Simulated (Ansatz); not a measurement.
Rb$_{2}$AgRhF$_{6}$:
```
CELL_PARAMETERS angstrom
      0.00000     4.39081     4.39081
      4.39081     0.00000     4.39081
      4.39081     4.39081     0.00000
ATOMIC_POSITIONS crystal
  Rb 0.25000 0.25000 0.25000
  Rb 0.75000 0.75000 0.75000
  Ag 0.50000 0.50000 0.50000
  Rh 0.00000 0.00000 0.00000
  F  0.22544 0.22544 0.77456
  F  0.77456 0.77456 0.22544
  F  0.77456 0.22544 0.22544
  F  0.22544 0.77456 0.77456
  F  0.22544 0.77456 0.22544
  F  0.77456 0.22544 0.77456
```

Relaxed with HSE06. Special points in fractions of this cell's reciprocal vectors: Γ (0.000, 0.000, 0.000); X (0.500, 0.000, 0.500); U (0.625, 0.250, 0.625); K (0.375, 0.375, 0.750); L (0.500, 0.500, 0.500); W (0.500, 0.250, 0.750).

List the band energies nearest the valence-band maximum at these points for DFT-HSE06 in the program Ansatz with PAW potentials.

In eV from the valence-band maximum; about four levels below and three above (degenerate sets whole), none deeper than 8.9 eV; points with the same levels are listed once.

```csv
k,below,above
Γ,-1.09 -1.09 0.00 0.00 0.00,4.90 5.17 5.17
X,-0.90 -0.04 -0.03 -0.03,3.81 5.18 7.59
U,-0.81 -0.08 -0.06 -0.04,4.06 4.96 7.35
L,-0.54 -0.54 -0.14 -0.09 -0.09,4.72 4.72 6.31
W,-0.74 -0.08 -0.08 -0.03,4.11 4.88 7.44
```

Space group Fm-3m. The first step of the workflow began from a Materials Project structure, measured or hypothetical; the Crystallography Open Database copy checked does not list it. Its standing as an ambient phase is unchecked. The cell was relaxed with HSE06 under the symmetry of its start; its stability against distortions is not shown here. The run is not spin-polarised. The hybrid was solved on a coarse mesh, the path and, where they were found, the r²SCAN edge points; its band edges are the extreme levels among these. Scalar-relativistic: spin–orbit coupling is off unless named, which matters more the heavier the elements.

Potentials: the later of the program's two PAW sets.
